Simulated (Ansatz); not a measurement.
Relaxed bulk Sc:

```cif
data_structure
_symmetry_space_group_name_H-M 'P6_3/mmc'
_symmetry_Int_Tables_number 194
_cell_length_a 3.2769
_cell_length_b 3.2769
_cell_length_c 5.0825
_cell_angle_alpha 90.000
_cell_angle_beta 90.000
_cell_angle_gamma 120.000
_cell_volume 47.27
loop_
_atom_site_label
_atom_site_type_symbol
_atom_site_symmetry_multiplicity
_atom_site_Wyckoff_symbol
_atom_site_fract_x
_atom_site_fract_y
_atom_site_fract_z
_atom_site_occupancy
Sc1 Sc 2 c 0.66667 0.33333 0.75000 1
```

Miller indices refer to the conventional cell of P6_3/mmc (No. 194), a = 3.277 Å, b = 3.277 Å, c = 5.083 Å, α = 90.00°, β = 90.00°, γ = 120.00°.

Consider the (001) slab of 6 planes, 12.7 Å thick with 15 Å of vacuum as cut; outer planes Sc (top) and Sc (bottom), all atoms relaxed.

Method: DFT PBEsol, scalar-relativistic, plane waves, PAW (Ansatz). Plane waves to 420 eV, a k mesh through Γ of 12×12×1 on the computed 6-atom cell and Gaussian smearing (0.10 eV); no spin polarisation. A dipole correction removes the field between periodic images along c.

Problem. Estimate the surface energy (mean of both faces).

Solution. 1.41 J/m².

Problem. Estimate the work function.

Solution. 3.54 eV.

Problem. The top two planes lie 2.541 Å apart in the bulk. How does relaxation change this?

Solution. The spacing becomes 2.466 Å (-3.0 %).

In some of the runs charge leaks into the vacuum, so their work functions can be off.